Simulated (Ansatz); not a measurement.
CdSe (zinc blende)

```xyz
2
Lattice="0.0000 3.0409 3.0409 3.0409 0.0000 3.0409 3.0409 3.0409 0.0000" Properties=species:S:1:pos:R:3 pbc="T T T"
Se     4.5614     4.5614     4.5614
Cd     0.0000     0.0000     0.0000
```

The slice is a {110} plane (indices of the conventional cell) through the point (0.000, 0.000, 0.000) (fractional), spanned by u = [100] and v = [1 -1 -1] in vectors of this cell: u (4.30 Å) and v (6.08 Å, at 90° to u). It covers one period; positions are fractions (u, v).

The numbers are results of PBEsol (plane waves to 420 eV, PAW, scalar-relativistic; Ansatz, an electronic-structure program), not measurements. k mesh 9×9×9. Near the nuclei the fields are pseudised (PAW); where an atom keeps semicore shells as valence, they peak there. CdSe was relaxed with its symmetry unable to fall.

Question: Around which element is the density of the highest valence band (whole band, smooth part) largest on this plane?

Answer: Se. Mean over a disc round each atom, of radius 0.45 times the shortest bond: Se 0.153, Cd 0.016 e/Å³.

Question: What is the valence density on the shortest Se–Cd line in this plane (2.63 Å), at its minimum between the atoms?

Answer: 0.38 e/Å³.

Question: What is the ELF at the density minimum of the shortest Se–Cd line in this plane (2.63 Å)?

Answer: 0.3.

Question: Sketch the valence electron density on this plane as a map.

Answer: 
```
|@@@@%%##**++==--::::::::::::::::--==++**##%%@@|
|%%%%%%##**==----::::........::::----==**##%%%%|
|######**++==--::::............::::--==++**####|
|****++++==----::......    ......::----==++++**|
|++++====----::......        ....::::----====++|
|==--------::::....            ....::::------==|
|------::::::....                ....::::::----|
|::::::::........                ........::::::|
|::::..........                    ..........::|
|............                        ..........|
|........                                ......|
|                                              |
|                ................              |
|            ......................            |
|            ......::::::::::::......          |
|          ....::::::::----::::::::....        |
|        ....::::----------------::::....      |
|      ....::::------========------::::....    |
|    ....::::----================----::::....  |
|  ......::----====++++++++++++====----::......|
|......::::--====++++**####**++++====--::::....|
|....::::----====++**##%%%%##**++====----::::..|
|::::::::--====++**##%%@@@@%%##**++====--::::::|
|::::::----====++**##@@@@@@@@##**++====----::::|
|----------====++**##%%@@@@%%##**++====--------|
|====------====++++**##%%%%##**++++====------==|
|++++============++++**####**++++============++|
|****++++==========++++++++++++==========++++**|
|######**++============================++**####|
|%%%%%%##**============================**##%%%%|
|@@@@%%##**++==--------------------==++**##%%@@|
|@@@@%%##**++==--------------------==++**##%%@@|
```
Scale: ten equal steps from -2.02 (start of ' ') to 1.62 (end of '@'), in the order ' .:-=+*#%@'. Values: log₁₀ of the valence density in e/Å³. The map has 23 points along u (two characters each, u = 0 at the left) and 32 along v (v = 0 in the bottom row). The scale is logarithmic, as a density can span decades between atoms and voids.
